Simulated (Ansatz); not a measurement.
Level: PBE, no spin polarisation; 420 eV; 6×5×9 Γ-centred mesh; fermi-dirac occupations (width 0.1 eV); Ansatz 0.2.0, fixed geometry.

Computed maps in the lattice plane spanned by a (left to right, 6.06 Å, 18 points from zero) and b (bottom to top, 7.02 Å, 21 points from zero), 90° apart, at height 0.000 along c. The fields are smooth PAW ones with compensation charges, not the true ones near nuclei.

Valence density. Digits on a logarithmic scale: 0 up to 0.03 e/Å³, each further digit a factor of 1.6, 9 from 1.3 e/Å³ up:
```
999532110112234599
996432211123344569
665443211234566666
555554322246799865
567876432357999986
799998543369999997
899999743469999997
899999743358999987
799999643346899876
789998643335678876
767887653334689998
767899864334699999
878999985334799999
879999996434799999
779999996334589999
568999975323467876
556899764222345555
666666543211234456
996544332111223469
999543221101123599
999642210001224699
```

ELF. Ten even steps from '0' (0.02) to '9' (0.99):
```
962110000000011126
221110000001112112
111211000011222221
222221100012334322
223332100123555532
234553210124577542
356654310124577542
356764321123555432
245654221112344322
234442211112222222
222222221111224443
222344321112245654
323455532112346765
324577542101345665
224577542101235543
223555532100123332
222343321000112222
112222211000011211
221121110000001112
962111000000001126
993110000000001139
```

The cell is CoAu4. Which atoms lie within 0.2 Å of this plane, and where (fractions of a and b)?

Co at (0.00, 0.00), Au at (0.25, 0.31), Au at (0.75, 0.69), Au at (0.84, 0.37), Au at (0.16, 0.63). The whole cell:
```xyz
10
Lattice="6.0634 0.0000 0.0000 0.0000 7.0163 0.0000 0.0000 0.0000 3.9717" Properties=species:S:1:pos:R:3 pbc="T T T"
Co    0.0000    0.0000    0.0000
Co    3.0317    3.5081    1.9858
Au    1.5080    2.1912    0.0000
Au    4.5555    4.8251    0.0000
Au    4.5397    1.3170    1.9858
Au    1.5237    5.6993    1.9858
Au    2.0682    0.8862    1.9858
Au    3.9952    6.1301    1.9858
Au    5.0999    2.6220    0.0000
Au    0.9635    4.3943    0.0000
```

Origin: a known structure type with other elements, at an estimated volume, so it need not be a known compound. Caveats: no spin polarisation, so a magnetic state may lie lower; atoms or cell far from equilibrium.
